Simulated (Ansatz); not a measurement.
Relaxed Nb (bcc, W type):

```
Nb
1.0
   -3.30269     3.30269     3.30269
    1.65135    -1.65135     1.65135
    1.65135     1.65135    -1.65135
Nb
2
Cartesian
  0.00000   0.00000   0.00000
 -1.65135   1.65135   1.65135
```

The atoms are displaced by Q × the pattern below (from a DFPT mode at N = (0.5, 0.0, 0.0), largest move 1; Q in Å), at fixed cell. (q is in reciprocal vectors of the primitive cell; the cell shown is doubled to hold the pattern.)

```tsv
atom	x	y	z
Nb1	1.000	0.000	0.000
Nb2	-1.000	0.000	0.000
```

Level of theory: r2SCAN (plane waves to 500 eV, PAW, scalar-relativistic; Ansatz, a quantum-chemistry and plane-wave program). k mesh 10×20×20 (Γ-centred), Fermi-Dirac smearing 0.05 eV. Energies are smeared free energies. With partly filled bands, energies and forces of such displacements shift with the k mesh and the smearing. Nb is run without spin polarisation. Nb was relaxed with its symmetry unable to fall. The zero of ΔE is the undisplaced structure. The last digit holds for this mesh only.

```csv
Q (Å),ΔE (meV/cell)
-0.1000,withheld
-0.0833,66.8
-0.0667,43.7
-0.0500,24.9
-0.0333,11.1
-0.0167,2.8
0.0000,0.0
0.0167,2.8
0.0333,11.1
0.0500,24.9
0.0667,43.7
0.0833,66.8
0.1000,withheld
```

Fit an even polynomial form (powers 2, 4) to the given rows and predict ΔE at Q = -0.1000.

Least squares on the 11 given rows: ΔE = (10150)·Q² + (-74480)·Q⁴, in meV/cell with Q in Å; root-mean-square residual 0.04 meV/cell. At -0.1000 the fit gives 94.1 meV/cell; the calculation gives 93.9 meV/cell, so the extrapolation is off by 0.2 (+0.2 %). The quadratic term alone would give 101.5 meV/cell.

(For displaced atoms, the force is minus the slope of the energy, and its curvature is a force constant, which sets phonon frequencies.)
